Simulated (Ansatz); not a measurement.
Single point in Ansatz 0.2.0 with r2SCAN, no spin polarisation. Cutoff 500 eV, PAW datasets, 3×6×4 Γ-centred k mesh, fermi-dirac filling (width 0.1 eV).

Computed maps in the lattice plane spanned by a (left to right, 11.41 Å, 26 points from zero) and c (bottom to top, 7.76 Å, 24 points from zero), 90° apart, at height 0.250 along b. The fields are smooth PAW ones with compensation charges, not the true ones near nuclei.

Valence density. Digits on a logarithmic scale: 0 up to 0.03 e/Å³, each further digit a factor of 1.6, 9 from 1.3 e/Å³ up:
```
10023335788863000000134553
00001125886874100000013331
00000025873874100000012210
00000025787874000000022321
00000014688863000000134542
20000003567642000000356764
30000001345420000001468886
40000000223210000002578787
41000000122100000002587387
41000000133310000112588687
30000001345531002333578886
20000002567753125665467775
00000003688874247997445543
00000014787885359999533321
00000014783786369999522110
00001124787885369999522221
10024434688874248998434543
31257753567653125775356765
42489984345431002443468887
53699995222210000112478788
63699995221100000001478378
53599995333210000001478788
42479974455430000000368887
31256654677752000000256775
```

Task: The cell is SrBr₂. Which atoms lie within 0.2 Å of this plane, and where (fractions of a and c)?

Result: Sr at (0.17, 0.13), Sr at (0.67, 0.37), Br at (0.39, 0.38), Br at (0.89, 0.12), Br at (0.38, 0.88), Br at (0.88, 0.62). The whole cell:
```
Sr Br
1.0
    11.41151    0.00000    0.00000
     0.00000    4.55424    0.00000
     0.00000    0.00000    7.76072
Sr Br
4 8
Direct
  0.17000 0.25000 0.13000
  0.33000 0.75000 0.63000
  0.67000 0.25000 0.37000
  0.83000 0.75000 0.87000
  0.39200 0.25000 0.37700
  0.10800 0.75000 0.87700
  0.89200 0.25000 0.12300
  0.60800 0.75000 0.62300
  0.38000 0.25000 0.88300
  0.12000 0.75000 0.38300
  0.88000 0.25000 0.61700
  0.62000 0.75000 0.11700
```

Origin: a known structure type with other elements, at an estimated volume, so it need not be a known compound.
